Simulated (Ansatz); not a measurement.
Total density of states per atom from the program Ansatz at the r²SCAN level (PAW), in 0.25 eV bins, energy from the valence-band maximum:

(E (eV), states/eV/atom): (-7.89, 0.00); (-7.64, 0.00); (-7.39, 0.00); (-7.14, 0.00); (-6.89, 0.00); (-6.64, 0.00); (-6.39, 0.37); (-6.14, 0.29); (-5.89, 0.63); (-5.64, 1.54); (-5.39, 1.04); (-5.14, 0.72); (-4.89, 0.70); (-4.64, 1.17); (-4.39, 0.58); (-4.14, 1.01); (-3.89, 0.62); (-3.64, 0.81); (-3.39, 0.61); (-3.14, 0.68); (-2.89, 0.64); (-2.64, 0.78); (-2.39, 0.74); (-2.14, 0.81); (-1.89, 1.19); (-1.64, 0.80); (-1.39, 0.26); (-1.14, 0.00); (-0.89, 0.04); (-0.64, 0.23); (-0.39, 0.45); (-0.14, 0.28); (0.11, 0.00); (0.36, 0.00); (0.61, 0.00); (0.86, 0.00); (1.11, 0.00); (1.36, 0.26); (1.61, 0.69); (1.86, 1.09); (2.11, 0.62); (2.36, 0.00); (2.61, 0.55); (2.86, 0.47); (3.11, 0.44); (3.36, 0.60); (3.61, 0.91); (3.86, 0.98); (4.11, 0.26); (4.36, 0.47); (4.61, 0.33); (4.86, 0.40); (5.11, 0.27); (5.36, 0.00); (5.61, 0.27); (5.86, 0.40); (6.11, 0.03)

**Question.** Which of these materials gives this?
A. KCr3O8, C2/m (Pearson symbol mS24)
B. BaTiO3, P4mm (Ba on 1b, Ti on 1a, O on 2c, O on 1a)
C. SiCO4, I-4 (Si on 2a, C on 2c, O on 8g)
D. SiO2, Imma (Si on 8h, O on 4e, O on 8g, O on 4a)

**Answer.** A, KCr3O8, C2/m (Pearson symbol mS24). Top 1 eV of the valence band: Cr 3d 67 %, O 2p 30 %. Bottom 1 eV of the conduction band: Cr 3d 58 %, O 2p 37 %. Projections are on Löwdin-orthogonalised atomic valence shells; empty p or d shells of many metals are not among them.

The workflow started from a Materials Project entry (that database holds measured and hypothetical structures alike); the Crystallography Open Database files this formula in space group No. 12, but the cells were not matched. Its standing as an ambient phase is unchecked. Symmetry was held in the r²SCAN relaxation; whether a distortion lowers the energy is not shown. Spin order of the final state: ferromagnetic, chosen from 2 collinear starts compared on coarse meshes (ties went to the first, and starts can fall back to one state), not a proven ground state. Other orbital occupations within this spin state were not tried. No Hubbard U is applied.

Potentials: the earlier of the program's two PAW sets.
